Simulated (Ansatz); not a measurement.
Consider the following.

V$_{3}$Au:
```
CELL_PARAMETERS angstrom
      4.80865     0.00000     0.00000
      0.00000     4.80865     0.00000
      0.00000     0.00000     4.80865
ATOMIC_POSITIONS crystal
  V  0.50000 0.25000 0.00000
  V  0.50000 0.75000 0.00000
  V  0.25000 0.00000 0.50000
  V  0.75000 0.00000 0.50000
  V  0.00000 0.50000 0.25000
  V  0.00000 0.50000 0.75000
  Au 0.50000 0.50000 0.50000
  Au 0.00000 0.00000 0.00000
```
The run is spin-polarised; directions of the spins, atom by atom: 0 0 0 0 0 0 0 0.

This is the PBEsol-relaxed structure.

### Question
All from PBEsol in the plane-wave PAW code Ansatz, unless another level is named. Predict the formation energy from the elements (no fitted shifts).

### Answer
-0.083 eV/atom.

### Question
Next, the density of states at the Fermi level?

### Answer
1.9 states/eV per atom (mean over ±0.08 eV).

Space group Pm-3n (A15 (Cr3Si type)). The workflow started from a Materials Project entry (that database holds measured and hypothetical structures alike); the Crystallography Open Database copy checked does not list it. COD files the formula under space group No. 221. Whether it is the stable phase at ambient conditions was not checked. The cell was relaxed with PBEsol under the symmetry of its start; whether a distortion lowers the energy is not shown. The final state is ferromagnetic, the only order run, not a proven ground state. The references are the lowest solids computed at this level, not always the standard phases. Scalar-relativistic: spin–orbit coupling is off unless named, which matters more the heavier the elements.

Potentials: the later of the program's two PAW sets.
